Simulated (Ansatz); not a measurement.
NbP in space group P-6m2 (No. 187; Nb on 1a, P on 1f) at seven volumes, the program Ansatz at the r²SCAN level (PAW), shape and atoms relaxed at each. One row is withheld.

```json
[
 {"V (Å³/atom)": "14.576", "P (GPa)": "21.37"},
 {"V (Å³/atom)": "15.057", "P (GPa)": "13.12"},
 {"V (Å³/atom)": "15.537", "P (GPa)": "6.06"},
 {"V (Å³/atom)": "16.018", "P (GPa)": "-0.01"},
 {"V (Å³/atom)": "16.498", "P (GPa)": "-5.21"},
 {"V (Å³/atom)": "16.979", "P (GPa)": "-9.67"},
 {"V (Å³/atom)": "17.459", "P (GPa)": "?"}
]
```

### Question
Fit the shown pressures and predict the withheld one.

### Answer
P = (3/2)B₀(x^(7/2) − x^(5/2))[1 + (3/4)(B′ − 4)(x − 1)] with x = (V₀/V)^(2/3). Least squares on the six rows gives V₀ = 16.017 Å³/atom, B₀ = 187 GPa, B′ = 4.08. At V = 17.459, x = 0.9442 and P = -13.52 GPa. The run itself gave -13.49 GPa.

The cell is a constructed one: a structure type filled with these elements; neither database checked (COD, Materials Project) lists it. COD files the formula under space group No. 141, so this cell is another polymorph or a model. Its standing as an ambient phase is unchecked. The r²SCAN relaxation kept the symmetry of its start; of distortions, only those at the zone centre were tested. No spin polarisation was allowed.

Potentials: the later of the program's two PAW sets.
